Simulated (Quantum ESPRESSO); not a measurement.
## BSi3C3N (a curve over one atom's position)

Simulated, not a measurement. The program is pw.x of Quantum ESPRESSO 7.5 (plane-wave density functional theory). The cell is made up: 8 atoms on a zincblende/diamond lattice, with randomly drawn elements, strain and displacements, not relaxed. PseudoDojo standard norm-conserving files (v0.5 for PBE, v0.4.1 for LDA and PBEsol) set the functional; there is no spin polarisation, spin-orbit coupling or dispersion term, and the masses in the input are unused placeholders.

Seven runs move atom 6 (C, counted in the order of the input) along y and keep all else fixed.

Input of the run at +0.0199:

```
&control calculation='scf', pseudo_dir='./dojo.nc.sr.pbe.v0_5.standard.upf', outdir='./o', disk_io='medium', tprnfor=.true., tstress=.true. /
&system ibrav=0, nat=8, ntyp=4, nbnd=22, ecutwfc=84.00895049, nosym=.true., tot_charge=0,
 occupations='smearing', smearing='fd', degauss=0.0018374661
/
&electrons conv_thr=7.350e-09, electron_maxstep=60, /
ATOMIC_SPECIES
B 1.0 B.upf
C 1.0 C.upf
N 1.0 N.upf
Si 1.0 Si.upf
CELL_PARAMETERS angstrom
4.4354 -0.019 0.0536
-0.019 4.3256 0.0028
0.0536 0.0028 4.4376
ATOMIC_POSITIONS angstrom
B -0.0218 -0.1231 0.0001
Si 0.1269 2.151 2.21
Si 2.2787 -0.1169 2.3495
Si 2.1732 2.1637 0.012
C 1.1437 1.0303 1.0845
C 1.057 3.3437 3.1926
C 3.3754 1.1011 3.3497
N 3.3381 3.1523 1.1102
K_POINTS automatic
4 4 4 1 1 1
```

| shift of atom 6 along y (Å) | free energy less that of the input shown (eV) | Fx on atom 6 (eV/Å) | Fy on atom 6 (eV/Å) | Fz on atom 6 (eV/Å) | pressure (GPa) | next band up at Gamma (eV) | iterations |
| --- | --- | --- | --- | --- | --- | --- | --- |
| -0.1012 | -0.0552 | 0.675 | 1.127 | 5.279 | -18.56 | 0.871 | 12 |
| -0.0820 | -0.0719 | 0.332 | 0.617 | 5.243 | -18.65 | 0.822 | 12 |
| -0.0260 | -0.0654 | -0.669 | -0.843 | 5.214 | -18.76 | 0.686 | 12 |
| +0.0199 | 0.0000 | -1.492 | -1.998 | 5.271 | -18.68 | 0.595 | 12 |
| +0.0539 | 0.0820 | -2.105 | -2.820 | 5.358 | -18.53 | 0.547 | 12 |
| +0.0778 | 0.1561 | -2.539 | -3.379 | 5.441 | -18.37 | 0.527 | 12 |
| +0.1367 | 0.3939 | -3.618 | -4.675 | 5.716 | -17.82 | 0.529 | 12 |

A cubic fit gives dFy/dy = -25.10 eV/Å² at zero shift. Across the table the free energy follows the integral of the force to within 0.1 meV. A rerun of one of the cells at 1437 eV and a 6 x 6 x 6 mesh moved values by no more than 0.005 eV in energy, 0.04 GPa in stress and 0.003 eV/Å in force. The band column is the level of band 17 at Gamma less that of band 16, whose number is half the electron count, rounded up; it comes from a band step after each run.